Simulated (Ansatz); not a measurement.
Mo2N (anti-anatase)

```xyz
6
Lattice="-2.1276 2.1276 3.9624 2.1276 -2.1276 3.9624 2.1276 2.1276 -3.9624" Properties=species:S:1:pos:R:3 pbc="T T T"
Mo     0.0000     2.1276     3.8545
Mo     0.0000     0.0000     1.8733
Mo     0.0000     0.0000     6.0514
Mo     0.0000     2.1276     0.1079
N      2.1276     0.0000     1.9812
N      0.0000     0.0000     3.9624
```

The relaxed cell is deformed in two ways at once: its volume V is scaled, and at that volume it is stretched along z (the c axis of the conventional cell) so that c/a changes. Fractional atomic positions are held.

Method: r2SCAN (plane waves to 500 eV, PAW, scalar-relativistic; Ansatz, a program for electronic structure). k mesh 15×15×15 (Γ-centred), Fermi-Dirac smearing 0.05 eV. Compression counts positive. As the atoms are clamped, bonds stretch with the cell, which overstates energies and stresses. With partly filled bands, the response to shear is sensitive to the k mesh, so small differences along c/a are uncertain. Mo2N is run without spin polarisation. Mo2N was relaxed with its symmetry unable to fall. The last digit holds for this mesh only.

Changes of σxx (GPa) from the point V/V₀ = 1.000, (c/a)/(c/a)₀ = 1.000 when one coordinate moves alone (two changes are said to add if the coupling is within 5 % of the smaller one, nearly so within 20 %):

| point | change |
|---|---|
| V/V₀ = 1.000, (c/a)/(c/a)₀ = 0.920 | -7.44 |
| V/V₀ = 1.000, (c/a)/(c/a)₀ = 0.960 | -4.22 |
| V/V₀ = 0.920, (c/a)/(c/a)₀ = 1.000 | 32.57 |
| V/V₀ = 0.960, (c/a)/(c/a)₀ = 1.000 | 14.53 |
| V/V₀ = 1.040, (c/a)/(c/a)₀ = 1.000 | -11.70 |
| V/V₀ = 1.080, (c/a)/(c/a)₀ = 1.000 | -21.11 |
| V/V₀ = 1.000, (c/a)/(c/a)₀ = 1.040 | 4.77 |
| V/V₀ = 1.000, (c/a)/(c/a)₀ = 1.080 | 9.97 |

### Question
What is the change at V/V₀ = 1.040, (c/a)/(c/a)₀ = 0.920, where both move, and how far is it from the sum?

### Answer
The sum of the single changes is -11.70 + (-7.44) = -19.14; the calculation gives -17.50, so the coupling contributes 1.64 (over 20 % of the smaller single change, not additive).

### Question
What is the change at V/V₀ = 1.040, (c/a)/(c/a)₀ = 1.040, where both move, and how far is it from the sum?

### Answer
The sum of the single changes is -11.70 + (4.77) = -6.93; the calculation gives -7.78, so the coupling contributes -0.85 (under 20 % of the smaller single change, nearly additive).

### Question
What is the change at V/V₀ = 1.080, (c/a)/(c/a)₀ = 0.920, where both move, and how far is it from the sum?

### Answer
The sum of the single changes is -21.11 + (-7.44) = -28.55; the calculation gives -25.52, so the coupling contributes 3.03 (over 20 % of the smaller single change, not additive).

(A scan under strain: stresses follow from slopes of the energy per volume, elastic moduli from its curvatures.)
